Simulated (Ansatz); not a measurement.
TiGeO₃:
```
TiGeO3
1.0
    3.71553     0.00000     0.00000
    0.00000     3.71553     0.00000
    0.00000     0.00000     4.48409
Ti Ge O
1 1 3
Direct
  0.50000   0.50000   0.48101
  0.00000   0.00000   0.08275
  0.50000   0.50000   0.85989
  0.50000   0.00000   0.34117
  0.00000   0.50000   0.34117
```

x, y and z are the axes in which the lattice vectors are written.

Give the high-frequency dielectric tensor and the Born effective charge tensors of the independent atoms from DFPT, DFT-PBEsol in the program Ansatz with PAW potentials.


ε∞:
```
6.33  0.00  0.00
0.00  6.33  0.00
0.00  0.00  6.21
```
Z* of atom 1 (Ti), rows: field, columns: displacement, in e:
```
4.69  0.00  0.00
0.00  4.69  0.00
0.00  0.00  5.08
```
Z* of atom 2 (Ge), rows: field, columns: displacement, in e:
```
3.88  0.00  0.00
0.00  3.88  0.00
0.00  0.00  2.47
```
Z* of atom 3 (O), rows: field, columns: displacement, in e:
```
-1.56   0.00   0.00
 0.00  -1.56   0.00
 0.00   0.00  -4.09
```
Z* of atom 4 (O), rows: field, columns: displacement, in e:
```
-3.11   0.00   0.00
 0.00  -3.91   0.00
 0.00   0.00  -1.73
```

Space group P4mm. The start of the workflow was typed in or built on a structure type; neither database checked (COD, Materials Project) lists it. Whether it is the stable phase at ambient conditions was not checked. Symmetry was held in the PBEsol relaxation. At this level the phase is dynamically unstable (imaginary phonons). The workflow began spin-polarised and lost its moments. Scalar-relativistic: spin–orbit coupling is off unless named, which matters more the heavier the elements.

Potentials: the earlier of the program's two PAW sets. The files were generated under PBE; for other functionals the program regenerates the frozen cores, and for LDA and PBEsol the local potential too.
